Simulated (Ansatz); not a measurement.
TaTe in space group Cmcm (No. 63; Te on 4c, Ta on 4c) at seven volumes, PBEsol (plane waves, PAW; program Ansatz), shape and atoms relaxed at each. One row is withheld.

```csv
V (Å³/atom),P (GPa)
19.115,14.05
19.745,8.51
20.375,3.95
21.005,0.00
21.635,?
22.266,-6.06
22.896,-8.35
```

Question: Fit the shown pressures and predict the withheld one.

Answer: Third-order Birch–Murnaghan: P = (3/2)B₀(x^(7/2) − x^(5/2))[1 + (3/4)(B′ − 4)(x − 1)] with x = (V₀/V)^(2/3). Least squares on the six rows gives V₀ = 21.007 Å³/atom, B₀ = 119.0 GPa, B′ = 4.72. At V = 21.635, x = 0.9806 and P = -3.27 GPa. The run itself gave -3.31 GPa.

The start of the workflow was typed in or built on a structure type; neither database checked (COD, Materials Project) lists it. Whether it is the stable phase at ambient conditions was not checked. The PBEsol relaxation kept the symmetry of its start; its stability against distortions is not shown here. No spin polarisation was allowed. Spin–orbit coupling is left out wherever it is not named.

Potentials: the earlier of the program's two PAW sets. The files were generated under PBE; for other functionals the program regenerates the frozen cores, and for LDA and PBEsol the local potential too.
